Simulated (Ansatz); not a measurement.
AlFe (CsCl type, Pm-3m) under volume change, plane-wave PAW PBEsol (Ansatz code), scaled uniformly.

| V (Å³/atom) | E − E(relaxed) (meV/atom) | P (GPa) |
|---|---|---|
| 10.478 | 65.2 | 21.87 |
| 10.823 | 27.4 | 13.41 |
| 11.168 | 6.5 | 6.18 |
| 11.514 | 0.0 | 0.00 |
| 11.859 | 5.8 | -5.28 |
| 12.205 | 22.2 | -9.77 |
| 12.550 | 47.5 | -13.57 |

**Question.** What does a third-order Birch–Murnaghan fit give for V₀, B₀ and B′?

**Answer.** V₀ = 11.51 Å³/atom, B₀ = 190 GPa, B′ = 4.3.

The cell was relaxed with PBEsol under the symmetry of its start. Spin order of the final state: ferromagnetic, chosen from 4 collinear starts compared on coarse meshes (ties went to the first, and starts can fall back to one state), not a proven ground state.

Potentials: the later of the program's two PAW sets.
